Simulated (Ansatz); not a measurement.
Consider the following.

Ti10Ga3Sb3:
```
CELL_PARAMETERS angstrom
      7.81125     0.00000     0.00000
     -3.90563     6.76474     0.00000
      0.00000     0.00000     5.31107
ATOMIC_POSITIONS crystal
  Ti 0.66667 0.33333 0.73982
  Ti 0.66667 0.33333 0.26018
  Ti 0.33333 0.66667 0.73982
  Ti 0.33333 0.66667 0.26018
  Ti 0.74960 0.74960 0.50000
  Ti 0.00000 0.25040 0.50000
  Ti 0.25040 0.00000 0.50000
  Ti 0.23980 0.23980 0.00000
  Ti 0.00000 0.76020 0.00000
  Ti 0.76020 0.00000 0.00000
  Ga 0.38630 0.38630 0.50000
  Ga 0.00000 0.61370 0.50000
  Ga 0.61370 0.00000 0.50000
  Sb 0.60272 0.60272 0.00000
  Sb 0.00000 0.39728 0.00000
  Sb 0.39728 0.00000 0.00000
```

This is the r²SCAN-relaxed structure.

Q: All from the program Ansatz at the r²SCAN level (PAW), unless another level is named. Predict the electronic character.

A: metallic (no gap).

Q: Give the formation energy from the elements (no fitted shifts).

A: -0.54 eV/atom.

Q: What about the density of states at the Fermi level?

A: 0.58 states/eV per atom (mean over ±0.08 eV).

Space group P-62m. The first step of the workflow began from a Materials Project structure, measured or hypothetical; the Crystallography Open Database copy checked does not list it. With Ga and Sb taken as one species the cell has the higher symmetry P6_3/mcm, so it may be an ordered model of a mixed-site phase. Whether it is the stable phase at ambient conditions was not checked. The r²SCAN relaxation kept the symmetry of its start; whether a distortion lowers the energy is not shown. The run is not spin-polarised. The references are the lowest solids computed at this level, not always the standard phases. Scalar-relativistic: spin–orbit coupling is off unless named, which matters more the heavier the elements.

Potentials: the later of the program's two PAW sets.
